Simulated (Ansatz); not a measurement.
# Strain response of VW

All numbers below come from Ansatz, DFT PBEsol, scalar-relativistic, plane waves, PAW. Run with 420 eV cutoff, 14×10×10 k-mesh, Gaussian smearing of 0.10 eV, no spin polarisation.

The relaxed crystal:

```
V W
1.0
     3.06507    0.00000    0.00000
     0.00000    4.40170    0.00000
     0.00000    0.00000    4.25056
V W
2 2
Direct
  0.00000 0.00000 0.00000
  0.50000 0.50000 0.00000
  0.50000 0.00000 0.50000
  0.00000 0.50000 0.50000
```

Deformation: biaxial strain in the a-b plane, with the length and tilt of c and the atoms relaxed, all within the symmetry that the strain leaves. Energies are extrapolated to zero smearing. On this cell's mesh the reference holds a stress of up to 0.25 GPa.

Spin–orbit coupling is left out, which can shift energies with elements as heavy as these.

```
strain (%)  ΔE (meV/atom) a (Å) b (Å) c (Å)
      -3.0           34.3  2.973  4.270  4.398
      -1.5            8.6  3.019  4.336  4.322
      +0.0            0.0  3.065  4.402  4.251
      +1.5            7.2  3.111  4.468  4.188
      +3.0           28.9  3.157  4.534  4.128
```

(1) What stiffness (1/V) d²E/dε² at zero strain does a cubic fit over all points give?

(2) How does the free axis c answer a small strain?

## Answers

(1) A cubic fit gives (1/V) d²E/dε² = 783 GPa at zero strain (twice the biaxial modulus).

(2) Between the innermost points its strain is -1.06 times the applied one.